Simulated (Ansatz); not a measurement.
A relaxed structure of ScF$_{3}$. Space group P6₃/mmc (No. 194), AFLOW prototype AB3_hP8_194_c_bf (D0_18, as in Na3As). These are PBE (plane waves to 420 eV, PAW, scalar-relativistic; Ansatz, an electronic-structure program) values and carry that method's errors.

```xyz
8
Lattice="3.8132 0.0000 0.0000 -1.9066 3.3023 0.0000 0.0000 0.0000 6.5258" Properties=species:S:1:pos:R:3 pbc="T T T"
F      0.0000     0.0000     4.8944
F      0.0000     0.0000     1.6315
F      0.0000     2.2016     2.8096
F      1.9066     1.1008     6.0725
F      1.9066     1.1008     3.7163
F      0.0000     2.2016     0.4534
Sc     0.0000     2.2016     4.8944
Sc     1.9066     1.1008     1.6315
```

Question: What is the computed band gap (PBE)?

Answer: 4.70 eV, indirect (valence top at K, conduction bottom at Γ) (no spin-orbit coupling).

Question: Predict the smallest direct gap from PBE.

Answer: 4.97 eV at 75 % of the way from M to K.

No spin polarisation in the result.

The run could not lose the symmetry of its start.

The first start was generated by placing the elements on the sites of a structure type. A measured structure of ScF3 has the same space group, P6₃/mmc (No. 194); the sites were not compared with it.
